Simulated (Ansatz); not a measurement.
The start is a randomly generated symmetric cell of Ni (space group No. 139). The structure is fully relaxed (lattice and positions, P = 0) with PBEsol (plane waves to 420 eV, PAW, scalar-relativistic; Ansatz, an electronic-structure program). The first steps use a coarse 16×16×16 k-mesh.

Initial structure:
```
CELL_PARAMETERS angstrom
     -1.60010     1.60010     1.21678
      1.60010    -1.60010     1.21678
      1.60010     1.60010    -1.21678
ATOMIC_POSITIONS crystal
  Ni 0.00000 0.00000 0.00000
```
Spin-polarised start, with parallel moments on Ni.

**Question.** How large is the pressure on the unrelaxed cell, and of which sign?

**Answer.** -22.8 GPa (negative: the cell is under tension).

**Question.** How much energy is released per atom?

**Answer.** 0.22 eV/atom.

**Question.** How does the volume per atom move from start to end?

**Answer.** -15.8 %, from 12.46 to 10.49 Å³/atom.

**Question.** How do the shortest distances between atoms change?

**Answer.** The closest pairs of elements (up to four, under 3.6 Å), start → end: Ni–Ni 2.43 → 2.40 Å.

**Question.** What band gap does the relaxed structure have at this level?

**Answer.** No gap (metallic).

**Question.** What magnetic moments remain?

**Answer.** Net 0.57 μB/atom, ferromagnetic.

The space group stays I4/mmm (No. 139) (the run could not lower it); the end is AFLOW prototype A_tI2_139_a (A_a), with 1 atom in the primitive magnetic cell. Final values are on a 24×24×24 k-mesh of the relaxed cell. Spin state reached: ferromagnetic (net 0.57 μB/atom), from parallel starting moments; other spin orders were not run from this start.

The run could not lose the symmetry of its start, so the end can be a saddle point.

The relaxed structure here is a generated cell of Ni: the first start was made by a random draw of sites in a space group, and the end was not matched to a known phase here, so it may be hypothetical. Known forms of Ni include space group No. 225.
